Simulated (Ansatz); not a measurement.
# Ionic part of the dielectric constant of SrB2Te4, mode by mode

The calculation used Ansatz, DFT PBE, scalar-relativistic, plane waves, PAW. Plane waves to 420 eV; Γ-centred k mesh 8×8×8; fixed occupations. No spin polarisation. Phonons by linear response, acoustic sum rule imposed.

Symmetry: I422, No. 97, tetragonal system. Conventional cell: a = 8.158 Å, b = 8.158 Å, c = 6.111 Å, α = 90.00°, β = 90.00°, γ = 90.00°. Sr (site symmetry 422) is surrounded by 8 Te at 3.47 Å. B (site symmetry 222) is surrounded by 4 Te at 2.29 Å. Around Te (site symmetry 2) lie 2 B at 2.29 Å.

The cell was built by swapping an element in a database structure (itself possibly hypothetical) and relaxing; it need not be the stable form of this composition. Spin–orbit coupling is left out, which matters for heavy elements.

The primitive cell has V = 203.38 Å³ and ε∞,yy = 7.228. Each polar mode adds Δε = (4.92064×10⁷/V)·S/ν² along y, with S its oscillator strength in e²/amu, ν in cm⁻¹ and V in Å³.

Question: From these modes, find each Δε and ε0,yy.
```csv
ν (cm⁻¹),S_yy (e²/amu)
80.7,0.04511
101.5,0.00152
128.1,0.06888
461.4,0.00638
492.2,0.1373
```

Answer:
```
ν (cm⁻¹)    Δε
    80.7  1.68
   101.5  0.04
   128.1  1.02
   461.4  0.01
   492.2  0.14
```

The sum is 2.874, so ε0,yy = 10.10; the run's tensor has 10.10.

Question: Where do the longitudinal modes lie for a wave vector along y?

Answer: At 88, 102, 138, 462, 497 cm⁻¹. The Lyddane–Sachs–Teller product Π(ν_LO/ν_TO)² = 1.40 matches ε0/ε∞ = 1.40.